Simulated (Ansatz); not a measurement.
Here is the system:

TaN:
```xyz
2
Lattice="0.0000 2.1879 2.1879 2.1879 0.0000 2.1879 2.1879 2.1879 0.0000" Properties=species:S:1:pos:R:3 pbc="T T T"
N      0.0000     0.0000     0.0000
Ta     2.1879     2.1879     2.1879
```

This is the PBEsol-relaxed structure.

Problem. All from the program Ansatz at the PBEsol level (PAW), unless another level is named. Estimate the Young's modulus.

Solution. 359 GPa.

Problem. Next, the elastic constants (relaxed ions, GPa)?

Solution. C11 = 790, C12 = 140, C44 = 67.8.

Space group Fm-3m (rock salt). Symmetry was held in the PBEsol relaxation. The run is not spin-polarised. As this level gives no gap, shear constants depend on the k-mesh and smearing (Fermi–Dirac, 0.1 eV here). Scalar-relativistic: spin–orbit coupling is off unless named, which matters more the heavier the elements.

Potentials: the later of the program's two PAW sets.
